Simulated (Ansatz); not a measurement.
FeO:
```yaml
crystal:
  lattice:
    - [0.00000, 2.13201, 2.13201]
    - [2.13201, 0.00000, 2.13201]
    - [2.13201, 2.13201, 0.00000]
  atoms:
    - { symbol: Fe, position: [0.00000, 0.00000, 0.00000], spin: 3.6 }
    - { symbol: O, position: [0.50000, 0.50000, 0.50000], spin: 0.4 }
```

Relaxed with r²SCAN.

Question: Map the valence electron density (e/Å³), cut off at 6 on the plane through (0.000, 0.000, 0.000) spanned by u = [1, 0, 0] and v = [0, 1, -1] in lattice vectors, from the program Ansatz at the r²SCAN level (PAW).

Answer: x is the fraction of u, y of v (the angle between them is 90°; rows are the nearest grid lines); atoms in the plane: Fe at (0.00, 0.00), O at (0.50, 0.50).
```
|@@@%:       :%@@@|
|@@@*.       .*@@@|
|@@@-         -@@@|
|%*-.         .-*%|
|:.     ...     .:|
|     .:---:.     |
|     :=*#*=:     |
|    .-*@@@*-.    |
|    .-#@@@#-.    |
|    .-*@@@*-.    |
|     :=*#*=:     |
|     .:---:.     |
|:.     ...     .:|
|%*-.         .-*%|
|@@@-         -@@@|
|@@@*.       .*@@@|
|@@@%:       :%@@@|
```
Scale: ten equal steps from 0.144 (start of ' ') to 6.00 (end of '@'), in the order ' .:-=+*#%@'; x runs from 0.000 to 1.00, y from 0.000 (bottom) to 1.00 (top).

The density is the valence pseudo-density with augmentation charge, so density and ELF within about 1 Å of a nucleus are not all-electron values.

Space group Fm-3m (rock salt). The cell was relaxed with r²SCAN under the symmetry of its start. Spin order of the final state: ferromagnetic, the only order run, not a proven ground state. The cell computed holds one magnetic atom, so no antiferromagnetic order was within reach. Textbook magnetic order: antiferromagnetic. Other orbital occupations within this spin state were not tried. No Hubbard U is applied.

Potentials: the later of the program's two PAW sets.
